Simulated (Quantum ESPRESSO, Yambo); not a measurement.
# G0W0 results for MgS at +1 % isotropic strain

```
MgS
1.0
    0.00000     2.61747     2.61747
    2.61747     0.00000     2.61747
    2.61747     2.61747     0.00000
Mg S
1 1
Direct
  0.00000   0.00000   0.00000
  0.50000   0.50000   0.50000
```

The PBEsol cell relaxed from Materials Project entry mp-1315 was given an isotropic strain of +1 % on all lattice vectors, and the atoms were relaxed again.

Starting point: PBEsol (pw.x of Quantum ESPRESSO, ONCV potentials, scalar-relativistic). G0W0 in Yambo: 6×6×6 Γ-centred k mesh, bands 5 to 80 and a 10 Ry block in the screening, 80 bands in G with the Bruneval-Gonze terminator, plasmon pole fitted at 27.2 eV.

```yaml
PBEsol gap along the band path: 2.67 eV
PBEsol gap between the mesh's edge points (Γ → X): 2.67 eV
G0W0 gap between the same points: 4.47 eV
PBEsol smallest direct gap on the mesh (at Γ): 3.45 eV
G0W0 direct gap at that point: 5.13 eV
```

```csv
k point,band,E PBEsol (eV),E QP (eV),shift (eV),Z
Γ,VB,0.00,-1.15,-1.15,0.78
Γ,CB,3.45,3.98,0.53,0.81
L,VB,-0.57,-1.74,-1.17,0.78
L,CB,4.37,4.91,0.55,0.82
X,VB,-1.66,-2.86,-1.19,0.78
X,CB,2.67,3.32,0.65,0.82
```

Energies count from the PBEsol valence-band maximum.

Convergence of the G0W0 settings was not tested.
